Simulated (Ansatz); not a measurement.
**Question.** Name crystals whose computed values (the program Ansatz at the LDA level (PAW)) fall in these windows: electron conductivity mass (mₑ) 0.53 to 0.67; ε∞ 5.1 to 7.3; B₀ by P(V) fit (GPa) 17 to 23.

**Answer.** 

```tsv
crystal	electron conductivity mass (mₑ)	ε∞	B₀ by P(V) fit (GPa)
PtCl2, Pnnm (Pt on 2b, Cl on 4g)	0.59	6.26	20.5
```
Others may fit too.

Standing as an ambient phase not checked: PtCl2, Pnnm (Pt on 2b, Cl on 4g). Weakly bound layers, chains or molecules computed without a dispersion correction, so cells and soft constants are ill determined: PtCl2, Pnnm (Pt on 2b, Cl on 4g). The cell was relaxed under the symmetry of its start. Rows with no word on spin ran without spin polarisation. Scalar-relativistic: spin–orbit coupling is off unless named, which matters more the heavier the elements.

Potentials: the later of the program's two PAW sets.
